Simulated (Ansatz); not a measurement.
A trial form of Bi₂TeO₄

Level of theory: DFT PBE, scalar-relativistic, plane waves, PAW (Ansatz 0.2.0). Cutoff 420 eV, Gaussian smearing, Γ-centred meshes. Cell and atoms relax first on a coarse mesh, the cell is then made exact in the group found at 0.06 to 0.08 Å, and last on a converged mesh; the steps can't lower the symmetry of their start. No spin polarisation.

Recipe of this trial structure of Bi₂TeO₄: species swapped into a database cell of In2CuO4 (I4/mmm, No. 139), with Bi on the In sites and Te on the Cu sites. The dimensions are guesses.

```
Bi Te O
1.0
    -2.17508    2.17508    6.64012
     2.17508   -2.17508    6.64012
     2.17508    2.17508   -6.64012
Bi Te O
2 1 4
Direct
  0.35290 0.35290 0.00000
  0.64710 0.64710 0.00000
  0.00000 0.00000 0.00000
  0.50000 0.00000 0.50000
  0.00000 0.50000 0.50000
  0.75000 0.25000 0.50000
  0.25000 0.75000 0.50000
```

Formation energies are uncorrected and refer to the elements' standard structures at the same level (O₂ as a molecule).

Q: Which structure results?

A: The symmetry stays I4/mmm (No. 139). The volume per atom shrinks by 9.4 %, from 18.0 to 16.3 Å³. The shortest distance goes from 2.18 Å (Te–O) to 2.13 Å (Te–O). Conventional cell: a = 4.261 Å, c = 12.537 Å. Bi has 4 O at 2.40 Å and 4 O at 2.95 Å; around Te lie 4 O at 2.13 Å; O on a site of symmetry mmm has 2 Te at 2.13 Å and 4 Bi at 2.95 Å; O on a site of symmetry -4m2 has 4 Bi at 2.40 Å.

Space group I4/mmm (No. 139). a = 4.261 Å, b = 4.261 Å, c = 12.537 Å, α = 90.00°, β = 90.00°, γ = 90.00°
```json
{"atom": "Bi", "site": "4e", "symmetry": "4mm", "x": "0.0000", "y": "0.0000", "z": "0.3376"}
{"atom": "Te", "site": "2a", "symmetry": "4/mmm", "x": "0.0000", "y": "0.0000", "z": "0.0000"}
{"atom": "O", "site": "4c", "symmetry": "mmm.", "x": "0.0000", "y": "0.5000", "z": "0.0000"}
{"atom": "O", "site": "4d", "symmetry": "-4m2", "x": "0.0000", "y": "0.5000", "z": "0.2500"}
```

Q: How does it come out in energy, and is it a metal?

A:

| Property | Result |
| --- | --- |
| Energy over the elements | −0.85 eV/atom |
| Gap on the 10×10×10 mesh of the 7-atom cell | 0 eV (the bands overlap slightly) |

The last run used Gaussian smearing of 0.10 eV. Weakly bound directions are ill-defined at this level, which has no dispersion term. These runs have no spin–orbit coupling, which can matter for Bi and Te. The zero gap may come from the functional, which often closes small gaps, or the cell may be a true semimetal. The reference form of Te is held partly by dispersion forces, which this level lacks. A later test with randomly moved atoms led to a structure 59 meV/atom lower, so this end is a saddle point or a shallow minimum. Another cell of the same search, in Fmm2, lies 59 meV/atom lower, so this cell isn't the stable form at this level.
